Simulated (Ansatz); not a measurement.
TiAl (CuAu type, space group P4/mmm)

```
TiAl
1.0
    2.82428     0.00000     0.00000
    0.00000     2.82428     0.00000
    0.00000     0.00000     4.07075
Al Ti
1 1
Direct
  0.50000   0.50000   0.50000
  0.00000   0.00000   0.00000
```

The slice is a (0 -1 1) plane (indices of the conventional cell) through the point (0.000, 0.000, 0.000) (fractional), spanned by u = [100] and v = [011] in vectors of this cell: u (2.82 Å) and v (4.95 Å, at 90° to u). It covers one period; positions are fractions (u, v).

All values below come from PBE (plane waves to 420 eV, PAW, scalar-relativistic; Ansatz, an electronic-structure program). k mesh 16×16×12. Inside the PAW spheres the values are not all-electron values, and peaks at nuclei hang on which shells count as valence. TiAl is run without spin polarisation. TiAl was relaxed with its symmetry unable to fall.

Three fields on this plane, each scaled to ten steps between its own extremes (0 low, 9 high; the total valence density on a logarithmic scale, the potential cut 8 eV below its top; x marks points blanked near nuclei; v = 0 in the bottom row):

Map A
```
|xxxxxx26762xxxxx|
|xxxxxx36863xxxxx|
|xxxxx0588850xxxx|
|xxxxx3799973xxxx|
|xxx03689998630xx|
|0134678999876431|
|6667777777777766|
|8887764333467788|
|998741xxxxx14789|
|9975xxxxxxxxx579|
|9861xxxxxxxxx168|
|874xxxxxxxxxxx47|
|873xxxxxxxxxxx37|
|862xxxxxxxxxxx26|
|873xxxxxxxxxxx37|
|874xxxxxxxxxxx47|
|9861xxxxxxxxx168|
|9975xxxxxxxxx579|
|998741xxxxx14789|
|8887764333467788|
|6667777777777766|
|0134678999876431|
|xxx03689998630xx|
|xxxxx3799973xxxx|
|xxxxx0588850xxxx|
|xxxxxx36863xxxxx|
|xxxxxx26762xxxxx|
|xxxxxx15751xxxxx|
```

Map B
```
|xxxxxx12321xxxxx|
|xxxxxx12321xxxxx|
|xxxxx0134310xxxx|
|xxxxx0245420xxxx|
|xxx00136763100xx|
|0000136888631000|
|0112468999864211|
|3345789999987543|
|667788xxxxx88776|
|8888xxxxxxxxx888|
|9998xxxxxxxxx899|
|999xxxxxxxxxxx99|
|999xxxxxxxxxxx99|
|999xxxxxxxxxxx99|
|999xxxxxxxxxxx99|
|999xxxxxxxxxxx99|
|9998xxxxxxxxx899|
|8888xxxxxxxxx888|
|667788xxxxx88776|
|3345789999987543|
|0112468999864211|
|0000136888631000|
|xxx00136763100xx|
|xxxxx0245420xxxx|
|xxxxx0134310xxxx|
|xxxxxx12321xxxxx|
|xxxxxx12321xxxxx|
|xxxxxx12321xxxxx|
```

Map C
```
|xxxxxx94349xxxxx|
|xxxxxx63236xxxxx|
|xxxxx9421249xxxx|
|xxxxx4211124xxxx|
|xxx84211111248xx|
|6542111111111245|
|1100112232211001|
|0001123343321100|
|001123xxxxx32110|
|0112xxxxxxxxx211|
|1123xxxxxxxxx321|
|223xxxxxxxxxxx32|
|233xxxxxxxxxxx33|
|233xxxxxxxxxxx33|
|233xxxxxxxxxxx33|
|223xxxxxxxxxxx32|
|1123xxxxxxxxx321|
|0112xxxxxxxxx211|
|001123xxxxx32110|
|0001123343321100|
|1100112232211001|
|6542111111111245|
|xxx84211111248xx|
|xxxxx4211124xxxx|
|xxxxx9421249xxxx|
|xxxxxx63236xxxxx|
|xxxxxx94349xxxxx|
|xxxxxx94349xxxxx|
```

Assign the maps to these fields: electron localisation function (ELF); valence electron density; electrostatic potential energy of an electron, from the cell's mean.

A is the electrostatic potential energy of an electron, from the cell's mean; B is the electron localisation function (ELF); C is the valence electron density.
